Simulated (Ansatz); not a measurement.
Structure types of Co compared at 4.5 GPa

Structure types of Co are relaxed in primitive cells with their symmetry kept at 4.5 GPa, first on PAW files, then by LAPW. The enthalpy is E + pV at zero temperature, without zero-point motion. Only the types listed were tried, and differences under about 5 meV/atom are mesh noise. Not among the end structures: fcc, bcc, which may lie lower.

Computed with Ansatz 0.2.0; functional LDA, scalar-relativistic. Settings: Fermi–Dirac smearing of 0.08 eV, spin-polarised from start moments Co1 1.7, Co2 1.7 μB. Methods: LAPW: all electrons, basis error target 0.5 meV/atom; PAW: frozen-core files, cutoff 420 eV.

k meshes: hcp 18×18×10, sc 17×17×17, beta tin 19×19×19, simple hexagonal 19×19×17.

The magnetic state is the one reached from the start moments; other orders weren't searched. The PAW files were made under PBE.

Problem. Which type is lowest in enthalpy, and by how much?

Solution. hcp, 609 meV/atom below simple hexagonal. The whole table:

```tsv
start type	ends as	a, b, c (Å)	V (Å³/atom)	H − H(lowest), LAPW (meV/atom)	same, PAW	moment (μB/atom)
hcp	hcp, P6_3/mmc	2.415, 2.415, 3.896	9.84	0.0	0.0	1.48
sc	sc, Pm-3m	2.239, 2.239, 2.239	11.22	920.8	921.8	1.50
beta tin	beta tin, I4_1/amd	4.324, 4.324, 2.315	10.82	652.7	653.7	1.59
simple hexagonal	simple hexagonal, P6/mmm	2.348, 2.348, 2.214	10.58	608.7	610.0	1.36
```

Problem. Split the lead of hcp over simple hexagonal into energy and pV.

Solution. For simple hexagonal less hcp: ΔE = +588.1 meV/atom, and p·ΔV = 4.5 GPa × +0.7343 Å³ × 6.242 meV/(GPa·Å³) = +20.6 meV/atom, together 608.7 meV/atom. hcp wins on both counts.
